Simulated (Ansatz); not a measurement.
The relaxed structure here is a generated cell of Ti6O: the first start was made by placing the elements on the sites of a structure type, and the end was not matched to a known phase here, so it may be hypothetical.

One stationary structure of Ti6O. Space group Pm-3m (No. 221), AFLOW prototype A6B_cP7_221_f_a (D2_1, as in CaB6). The numbers are results of r2SCAN (plane waves to 500 eV, PAW, scalar-relativistic; Ansatz, a quantum-chemistry and plane-wave program), not measurements.

```cif
data_OTi6
_chemical_formula_sum 'O1 Ti6'
_space_group_name_H-M_alt 'P 1'
_space_group_IT_number 1
_cell_length_a 5.87098
_cell_length_b 5.87098
_cell_length_c 5.87098
_cell_angle_alpha 90.000
_cell_angle_beta 90.000
_cell_angle_gamma 90.000
loop_
_space_group_symop_operation_xyz
  'x, y, z'
loop_
_atom_site_label
_atom_site_type_symbol
_atom_site_fract_x
_atom_site_fract_y
_atom_site_fract_z
_atom_site_occupancy
O1 O 0.00000 0.00000 0.00000 1
Ti1 Ti 0.16453 0.50000 0.50000 1
Ti2 Ti 0.83547 0.50000 0.50000 1
Ti3 Ti 0.50000 0.50000 0.16453 1
Ti4 Ti 0.50000 0.50000 0.83547 1
Ti5 Ti 0.50000 0.16453 0.50000 1
Ti6 Ti 0.50000 0.83547 0.50000 1
```

What magnetic moment does r2SCAN give?

Net 0.60 μB/atom, ferromagnetic.

Spin state reached: ferromagnetic (net 0.60 μB/atom); other spin orders were not run from this start. No Hubbard U is applied.

The run could not lose the symmetry of its start: the end is stationary, and may be a saddle point rather than a minimum.
